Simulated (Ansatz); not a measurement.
Consider the following.

K₂TeCl₆:
```cif
data_Cl6K2Te
_chemical_formula_sum 'K2 Te1 Cl6'
_space_group_name_H-M_alt 'P 1'
_space_group_IT_number 1
_cell_length_a 7.28782
_cell_length_b 7.28782
_cell_length_c 7.28782
_cell_angle_alpha 60.000
_cell_angle_beta 60.000
_cell_angle_gamma 60.000
loop_
_space_group_symop_operation_xyz
  'x, y, z'
loop_
_atom_site_label
_atom_site_type_symbol
_atom_site_fract_x
_atom_site_fract_y
_atom_site_fract_z
_atom_site_occupancy
K1 K 0.75000 0.75000 0.75000 1
K2 K 0.25000 0.25000 0.25000 1
Te1 Te 0.00000 0.00000 0.00000 1
Cl1 Cl 0.24581 0.24581 0.75419 1
Cl2 Cl 0.75419 0.75419 0.24581 1
Cl3 Cl 0.75419 0.24581 0.24581 1
Cl4 Cl 0.24581 0.75419 0.75419 1
Cl5 Cl 0.24581 0.75419 0.24581 1
Cl6 Cl 0.75419 0.24581 0.75419 1
```

This is the HSE06-relaxed structure.

Question: All from plane-wave PAW HSE06 (Ansatz code), unless another level is named. Give the smallest direct gap on the standard path.

Answer: 3.56 eV.

Question: Predict the band gap.

Answer: 3.32 eV (indirect).

Question: Give the valence-band maximum.

Answer: at W.

Question: What about the conduction-band minimum?

Answer: at L (4 equivalent valleys).

Space group Fm-3m. The first step of the workflow began from a Materials Project structure, measured or hypothetical; the Crystallography Open Database copy checked does not list it. COD files the formula under space group No. 139. Whether it is the stable phase at ambient conditions was not checked. Symmetry was held in the HSE06 relaxation; whether a distortion lowers the energy is not shown. The hybrid was solved on a coarse mesh, the path and, where they were found, the r²SCAN edge points; its band edges are the extreme levels among these. Spin–orbit coupling is left out wherever it is not named.

Potentials: the later of the program's two PAW sets.
